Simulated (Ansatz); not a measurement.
Relaxed SiC (wurtzite):

```
CELL_PARAMETERS angstrom
      3.07590     0.00000     0.00000
     -1.53795     2.66381     0.00000
      0.00000     0.00000     5.04769
ATOMIC_POSITIONS crystal
  Si 0.66667 0.33333 0.00051
  Si 0.33333 0.66667 0.50051
  C  0.66667 0.33333 0.62469
  C  0.33333 0.66667 0.12469
```

Level of theory: PBEsol (plane waves to 420 eV, PAW, scalar-relativistic; Ansatz, a quantum-chemistry and plane-wave program). k mesh 10×10×5 (Γ-centred), Fermi-Dirac smearing 0.05 eV. SiC was relaxed with its symmetry unable to fall.

One atom of the cell was then moved (with its periodic images), all else fixed, and the forces (eV/Å) came out as:

| atom | Fx | Fy | Fz |
|---|---|---|---|
| Si1 | 0.000 | -0.138 | -0.096 |
| Si2 | 0.000 | 3.819 | -1.257 |
| C3 | 0.000 | -3.026 | 1.138 |
| C4 | 0.000 | -0.655 | 0.215 |

Task: Which atom was moved, and by which vector (Å)?

Result: Si2, by (0.00, -0.31, 0.00), 0.31 Å in all.

(A displaced cell: forces are minus the slopes of the energy, force constants its curvatures, and phonons follow from these.)
